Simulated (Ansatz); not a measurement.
MoSe2:
```yaml
crystal:
  lattice:
    - [3.27697, 0.00000, 0.00000]
    - [-1.63848, 2.83794, 0.00000]
    - [0.00000, 0.00000, 12.73538]
  atoms:
    - { symbol: Se, position: [0.33333, 0.66667, 0.61856] }
    - { symbol: Se, position: [0.66667, 0.33333, 0.11856] }
    - { symbol: Se, position: [0.33333, 0.66667, 0.88144] }
    - { symbol: Se, position: [0.66667, 0.33333, 0.38144] }
    - { symbol: Mo, position: [0.33333, 0.66667, 0.25000] }
    - { symbol: Mo, position: [0.66667, 0.33333, 0.75000] }
```

Relaxed with PBE+D3(BJ). Independent-particle spectrum: no excitons, no local fields, no scissors shift; 0.1 eV broadening; ε₁ of the summed bands alone.

Tabulate the dielectric function from DFT-PBE+D3(BJ) in the program Ansatz with PAW potentials.



| E (eV) | ε₁ xx | ε₂ xx | ε₁ zz | ε₂ zz |
|---|---|---|---|---|
| 0.0 | 17.80 | 0.00 | 12.29 | 0.00 |
| 0.4 | 18.13 | 0.00 | 12.41 | 0.00 |
| 0.8 | 19.29 | 0.00 | 12.80 | 0.00 |
| 1.2 | 22.08 | 0.00 | 13.59 | 0.00 |
| 1.6 | 29.45 | 5.28 | 15.26 | 0.01 |
| 2.0 | 26.76 | 16.47 | 20.22 | 2.69 |
| 2.4 | 20.85 | 22.92 | 14.19 | 10.65 |
| 2.8 | 11.65 | 28.41 | 12.55 | 8.04 |
| 3.2 | 1.11 | 18.32 | 14.17 | 5.16 |
| 3.6 | 7.12 | 17.03 | 20.36 | 10.71 |
| 4.0 | -1.76 | 20.54 | 16.02 | 12.24 |
| 4.4 | -1.98 | 14.44 | 11.49 | 23.05 |
| 4.8 | -0.92 | 13.18 | 3.94 | 19.67 |
| 5.2 | -5.75 | 10.62 | -6.90 | 19.89 |
| 5.6 | -4.14 | 8.90 | -4.82 | 9.43 |
| 6.0 | -4.07 | 6.70 | -3.02 | 6.90 |
| 6.4 | -3.62 | 5.69 | -0.31 | 6.17 |
| 6.8 | -2.93 | 4.23 | 0.76 | 6.63 |
| 7.2 | -2.23 | 3.34 | -1.29 | 7.09 |
| 7.6 | -1.25 | 2.31 | 0.40 | 4.93 |
| 8.0 | 0.46 | 2.21 | 2.26 | 6.50 |
| 8.4 | 1.23 | 3.44 | 0.74 | 8.56 |
| 8.8 | 1.24 | 3.90 | -1.20 | 8.37 |
| 9.2 | 1.27 | 4.29 | -2.45 | 7.57 |
| 9.6 | 1.18 | 5.97 | -2.60 | 5.41 |
| 10.0 | -0.53 | 5.52 | -2.16 | 5.99 |
| 10.4 | -0.98 | 5.06 | -2.62 | 4.96 |
| 10.8 | -1.63 | 5.22 | -2.82 | 4.89 |
| 11.2 | -2.10 | 4.10 | -3.34 | 4.24 |
| 11.6 | -2.10 | 3.76 | -3.38 | 3.20 |
| 12.0 | -2.07 | 2.74 | -3.02 | 2.11 |

From ε at 2.9 eV (xx: 6.88 + 27.91i), find n, k, the normal reflectivity and the absorption coefficient.

n = 4.22, k = 3.306, R = 56 %, α = 2kE/ħc = 970000 cm⁻¹.

With all bands, ε∞ without local fields is 17.9 (xx = yy), 12.4 (zz). DFPT, with local fields, gives 17.0 (xx = yy), 8.87 (zz).

Space group P6_3/mmc. The cell was relaxed with PBE+D3(BJ) under the symmetry of its start; phonons on a q-mesh show no instability. No spin polarisation was allowed. Scalar-relativistic: spin–orbit coupling is off unless named, which matters more the heavier the elements.

Potentials: the later of the program's two PAW sets.
